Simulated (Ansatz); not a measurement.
Random displacements in AlGa3N4

The calculation used DFT PBEsol, scalar-relativistic, plane waves, PAW (Ansatz). Cutoff 420 eV, Γ-centred 6×6×6 k-points, Gaussian smearing of 0.05 eV. No spin polarisation. Energies are free energies at this smearing, counted from the undisturbed cell; pressure is positive in compression.

Reference structure (as given, not relaxed at this level, and it needn't be the usual structure):

```
Al Ga N
1.0
     4.47169    0.00000    0.00000
     0.00000    4.47169    0.00000
     0.00000    0.00000    4.47169
Al Ga N
1 3 4
Cartesian
  0.0000 0.0000 0.0000
  2.2358 2.2358 0.0000
  2.2358 0.0000 2.2358
  0.0000 2.2358 2.2358
  3.3793 3.3793 1.0924
  3.3793 1.0924 3.3793
  1.0924 3.3793 3.3793
  1.0924 1.0924 1.0924
```

The atoms are displaced (Å, in the unstrained cell):

| atom | ux | uy | uz |
| --- | --- | --- | --- |
| Al1 | -0.097 | -0.075 | -0.006 |
| Ga2 | 0.101 | 0.115 | -0.020 |
| Ga3 | -0.058 | -0.048 | -0.023 |
| Ga4 | -0.099 | -0.023 | 0.031 |
| N5 | 0.070 | 0.050 | -0.082 |
| N6 | 0.014 | -0.059 | 0.053 |
| N7 | -0.004 | 0.038 | 0.035 |
| N8 | 0.073 | 0.002 | 0.011 |

Strain (Voigt, engineering shear): (-0.0199, 0.0217, -0.0011, -0.0421, -0.0158, 0.0118).

**Question.** What are the energy change, the stress and the forces?

**Answer.** ΔE = 135.3 meV/atom; stress (xx, yy, zz, yz, xz, xy; compression positive) (3.68, -0.77, 3.16, 2.34, 1.34, -0.60) GPa; gap on the mesh 1.76 eV.
| atom | Fx (eV/Å) | Fy | Fz |
| --- | --- | --- | --- |
| Al1 | 3.28 | 3.00 | -0.32 |
| Ga2 | -2.23 | -2.51 | -0.22 |
| Ga3 | 0.11 | 0.94 | 0.34 |
| Ga4 | 1.75 | -0.62 | -0.43 |
| N5 | -1.23 | -1.53 | 3.41 |
| N6 | -0.78 | 1.15 | -1.36 |
| N7 | 0.18 | -1.14 | -1.10 |
| N8 | -1.08 | 0.71 | -0.33 |

Cost: 1 run of about 0.64 core-minutes, on Arm Neoverse V1 (shared hosts).